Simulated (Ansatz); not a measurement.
Kick test of a cell of CaLa3

It was reached by relaxing an invented guess, and it needn't be the stable form of this composition.

All numbers below come from DFT PBE, scalar-relativistic, plane waves, PAW (Ansatz 0.2.0). Plane waves to 420 eV, a k mesh through Γ of 10×10×10 on the computed 4-atom cell and Gaussian smearing (0.10 eV); no spin polarisation.

The cell below (4 atoms, space group Pm-3m (No. 221)) is relaxed within its symmetry.

```xyz
4
Lattice="5.3319 0.0000 0.0000 0.0000 5.3319 0.0000 0.0000 0.0000 5.3319" Properties=species:S:1:pos:R:3 pbc="T T T"
Ca    0.0000    0.0000    0.0000
La    0.0000    2.6660    2.6660
La    2.6660    0.0000    2.6660
La    2.6660    2.6660    0.0000
```

For the test a repeat of it with 8 atoms (edges 5.33, 5.33, 10.66 Å) was strained at random (σ = 1.5 % a component), the atoms were moved at random (σ = 0.05 Å), and all was relaxed again on a coarse 4×4×2 mesh (in the run’s order of axes) with 0.20 eV smearing, with no symmetry imposed.

The cell is a metal run without spin; a magnetic state may lie lower.

Problem. What happens?

Solution. It returns, within 1 meV/atom of the unmoved cell on that mesh and with the same symmetry when read at 0.1 Å (P2/m at 0.01 Å, so small strains and shifts remain). So it is stable against the distortions that fit this cell and that this random move excites. Modes that don't fit the cell aren't tested.
